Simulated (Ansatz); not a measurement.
Consider the following.

Zr3Ti2Si3:
```
CELL_PARAMETERS angstrom
      7.79552     0.00000     0.00000
     -3.89776     6.75112     0.00000
      0.00000     0.00000     5.32036
ATOMIC_POSITIONS crystal
  Zr 0.74793 0.00000 0.25000
  Zr 0.25207 0.00000 0.75000
  Zr 0.74793 0.74793 0.75000
  Zr 0.25207 0.25207 0.25000
  Zr 0.00000 0.74793 0.25000
  Zr 0.00000 0.25207 0.75000
  Ti 0.33333 0.66667 0.50000
  Ti 0.66667 0.33333 0.50000
  Ti 0.66667 0.33333 0.00000
  Ti 0.33333 0.66667 0.00000
  Si 0.39790 0.00000 0.25000
  Si 0.60210 0.00000 0.75000
  Si 0.39790 0.39790 0.75000
  Si 0.60210 0.60210 0.25000
  Si 0.00000 0.39790 0.25000
  Si 0.00000 0.60210 0.75000
```

This is the r²SCAN-relaxed structure.

Problem. All from the program Ansatz at the r²SCAN level (PAW), unless another level is named. Estimate the electronic character.

Solution. metallic (no gap).

Problem. And the formation energy from the elements (no fitted shifts)?

Solution. -87 kJ/mol-atom.

Problem. What about the density of states at the Fermi level?

Solution. 0.41 states/eV per atom (mean over ±0.08 eV).

Space group P6_3/mcm. The first step of the workflow began from a Materials Project structure, measured or hypothetical; the Crystallography Open Database copy checked does not list it. Its standing as an ambient phase is unchecked. The r²SCAN relaxation kept the symmetry of its start; whether a distortion lowers the energy is not shown. No spin polarisation was allowed. The references are the lowest solids computed at this level, not always the standard phases. Scalar-relativistic: spin–orbit coupling is off unless named, which matters more the heavier the elements.

Potentials: the later of the program's two PAW sets.
